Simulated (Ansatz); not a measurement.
Method: DFT PBE, scalar-relativistic, plane waves, PAW (Ansatz). Settings: cutoff 420 eV, Γ-centred meshes spaced at most about 0.3 Å⁻¹, and about 0.25 Å⁻¹ or finer for metals (2π included), Gaussian smearing. No spin polarisation in the final relaxations.

All energies are static (0 K, no zero-point motion). All come from trial cells, and lower structures may exist.

Question: Which of these relaxed structures of In₄Sb is the lowest in energy?
A.

```xyz
5
Lattice="5.5219 0.0000 0.0000 0.0000 5.5219 0.0000 0.0000 0.0000 5.5219" Properties=species:S:1:pos:R:3 pbc="T T T"
In    1.6691    1.6691    1.6691
In    3.8528    3.8528    1.6691
In    1.6691    3.8528    3.8528
In    3.8528    1.6691    3.8528
Sb    0.0000    0.0000    0.0000
```

B.

```xyz
5
Lattice="6.4559 0.0000 0.0000 -3.2280 5.5910 0.0000 0.0000 0.0000 5.6406" Properties=species:S:1:pos:R:3 pbc="T T T"
In    3.2280    0.0000    2.8203
In   -1.6140    2.7955    2.8203
In    1.6140    2.7955    2.8203
In    0.0000    0.0000    2.8203
Sb    0.0000    0.0000    0.0000
```

C.

```xyz
5
Lattice="4.4400 -5.2278 0.0000 4.4400 5.2278 0.0000 0.0000 0.0000 3.2824" Properties=species:S:1:pos:R:3 pbc="T T T"
In    1.5033    0.0000    1.6412
In    7.3767    0.0000    1.6412
In    2.2200    2.6139    0.0000
In    2.2200   -2.6139    0.0000
Sb    4.4400    0.0000    0.0000
```

D.

```xyz
5
Lattice="-3.5450 3.5450 3.5450 3.5450 -3.5450 3.5450 3.5450 3.5450 -3.5450" Properties=species:S:1:pos:R:3 pbc="T T T"
In    1.7725    1.7725    1.7725
In   -1.7725    1.7725    1.7725
In    1.7725    1.7725   -1.7725
In    1.7725   -1.7725    1.7725
Sb    0.0000    0.0000    0.0000
```

Answer: C. It has space group Cmmm (No. 65); the next, A, with space group P-43m (No. 215), lies 98 meV/atom higher. Counting In atoms around Sb (those within 1.25 times the shortest such distance or 1.15 times the sum of covalent radii; the shortest distance is added where it is long for a bond), the lowest has Sb 8 from 3.4 Å and the next has Sb 4. Even the lowest lies +0.09 eV/atom against the elements.

These runs have no spin–orbit coupling, which can matter for Sb. Cells relaxed within their symmetry can be saddle points. Some structure types and database cells were kept out of the candidates from the start, so a known form may be missing.
